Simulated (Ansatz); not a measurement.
**Ti2Zn3Ag, a known structure type with other elements, at an estimated volume**

```xyz
6
Lattice="3.5525 0.0000 0.0000 0.0000 3.5525 0.0000 0.0000 0.0000 7.8265" Properties=species:S:1:pos:R:3 pbc="T T T"
Zn    0.0000    1.7762    3.0015
Zn    1.7762    0.0000    4.8250
Ti    0.0000    1.7762    5.7251
Ti    1.7762    0.0000    2.1014
Zn    1.7762    1.7762    0.0000
Ag    0.0000    0.0000    0.0000
```

Single point in Ansatz 0.2.0 with PBE, no spin polarisation. Cutoff 420 eV, PAW datasets, 10×10×5 Γ-centred k mesh, fermi-dirac filling (width 0.0177 eV).

Question: Where is the largest force?

Answer: The largest is on Ti3 (and as large on other atoms): 0.51 eV/Å, components (0.00, 0.00, -0.51). It makes 70° with the line to a nearest neighbour, Zn2 at 2.67 Å.

Question: What does the stress say?

Answer: The pressure is 7.6 GPa (compression positive), so with the atoms held at these fractions the cell would first expand. The principal stresses 4.2, 9.3, 9.3 GPa differ, so its shape would change too.

Question: How is the charge shared?

Answer: Bader charges in e: Ti +1.01, Zn -0.58 to -0.18, Ag -0.68. In the mean Ti gives up most and Ag takes most.

Question: What happens at the Fermi level?

Answer: It is a metal, with about 7.1 states/eV a cell as the mean within 0.25 eV of the Fermi level, mostly Ti d (79 %).

Origin: a known structure type with other elements, at an estimated volume, so it need not be a known compound.
